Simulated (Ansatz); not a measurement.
# La vacancy in SrLaCoO4, calculated

All numbers are calculated (PBEsol+U (Co 3.32 eV), collinear spin, no spin-orbit coupling; Ansatz, PAW set soft_2, 420 eV, k-mesh 5×5×5), not measured.

The relaxed host crystal (no gap at this level of theory):

```
CELL_PARAMETERS angstrom
-1.89853 1.89853 6.21859
1.89853 -1.89853 6.21859
1.89853 1.89853 -6.21859
ATOMIC_POSITIONS crystal
Co 0.00351 0.00351 0.00000
La 0.35835 0.35835 0.00000
O 0.99475 0.49475 0.50000
O 0.49475 0.99475 0.50000
O 0.83631 0.83631 0.00000
O 0.17130 0.17130 0.00000
Sr 0.64107 0.64107 0.00000
```

Supercell of 21 atoms, rows of the matrix [[1,-1,0],[0,-1,0],[-1,-2,-3]] times the cell vectors; La vacancy at (0.358, 0.358, 0.000) in fractions of the cell above. Atoms are relaxed at the host's cell. The cell loses 1 of its 3 La, so this is a heavily defective crystal.

Nearest atoms to the empty La site: in the perfect crystal O 2.33 Å, O 2.55 Å, O 2.55 Å, O 2.55 Å, O 2.55 Å, O 2.70 Å, O 2.70 Å, O 2.70 Å; relaxed O 2.64 Å, O 2.64 Å, O 2.64 Å, O 2.64 Å, O 2.69 Å, O 2.77 Å, O 2.96 Å, O 2.96 Å.

| charge | moment of the cell (μB) | gap of the cell on the mesh (eV) |
| --- | --- | --- |
| 0 | 5.48 | 0.00 |

At charge 0 the unpaired electrons sit on atoms with moments (μB): 3 Co of 1.31 to 1.99, 1 O of 0.27.

No formation energy is given, since most atoms moved, so the host may distort by itself.

Relaxed cell at charge 0:

```
SrLaCoO4 V_La charge 0
1.0
    -3.7971    3.7971    0.0000
    -1.8985    1.8985   -6.2186
    -7.5941   -3.7971    0.0000
Co La O Sr
3 2 12 3
Direct
  0.3353 0.9966 0.3327
  0.0014 0.9966 0.0006
  0.6586 0.0161 0.6667
  0.6912 0.2793 0.3383
  0.3628 0.2793 0.9951
  0.5100 0.0073 0.4849
  0.1742 0.9850 0.1667
  0.8160 0.0073 0.8484
  0.9977 0.0073 0.4849
  0.6742 0.9850 0.1667
  0.3283 0.0073 0.8484
  0.5161 0.3012 0.6667
  0.1960 0.3080 0.3000
  0.8293 0.3080 0.0334
  0.4926 0.6707 0.3441
  0.1701 0.6707 0.9892
  0.8021 0.7291 0.6667
  0.2932 0.7469 0.6667
  0.9764 0.7074 0.3399
  0.6496 0.7074 0.9935
```

Caveats: bands were filled unevenly over the k points at some point of the run; open f or d shells may hold a state above the lowest; most atoms moved far, the host may distort by itself; small supercell, so energies and levels can be off by tenths of an eV; the atoms kept the symmetry of the start, so a distorted state could lie lower.
